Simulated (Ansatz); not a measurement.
# ²⁰⁹Bi quadrupole couplings across 5 crystals

The numbers come from a DFT calculation in Ansatz (PBE, plane waves and PAW, scalar-relativistic, 420 eV cutoff). Q = -516.0 mb (Pyykkö 2018), I = 9/2. The cells come from the COD and the Materials Project (computed, not necessarily observed phases), with the atoms as given or relaxed (PBE, cell held). Forces reach 0.2 eV/Å in them. Spin–orbit coupling is left out, which moves gradients at and beside heavy atoms (Bi, Ce, Cs, La, Pb) by some per cent and at some sites by far more. At most two sites a crystal are listed; metals, magnetic cells and gradients under 0.03 × 10²¹ V/m² (0.12 where the gap is under 1 eV) that symmetry doesn't force to zero are left out, and those under about 0.1 are uncertain even in sign.

```csv
crystal,space group,first shell of Bi,C_Q (MHz),η
Cs2AgBiBr6,Fm-3m,6 Br at 2.84 Å,0,–
Bi2Te2Pb6S7,R-3m,"3 S at 3.02 Å, 3 Te at 3.04 Å",6.32,0.00
NaCaCeBiO6,P-4n2,6 O at 2.12–2.14 Å,12.2,0.00
SrCaLaBiO6,P-4n2,6 O at 2.10–2.13 Å,67.1,0.00
Bi2S3,Pnma,7 S at 2.70–3.36 Å,-89.6,0.89
Bi2S3,Pnma,7 S at 2.63–3.29 Å,231,0.09
```

By the number of first neighbours, |C_Q| spans 0 to 67 MHz with 6, 90 to 231 MHz with 7.

In Bi2Te2Pb6S7 small gradients can still move by 0.1 × 10²¹ V/m² or more with the k-mesh.
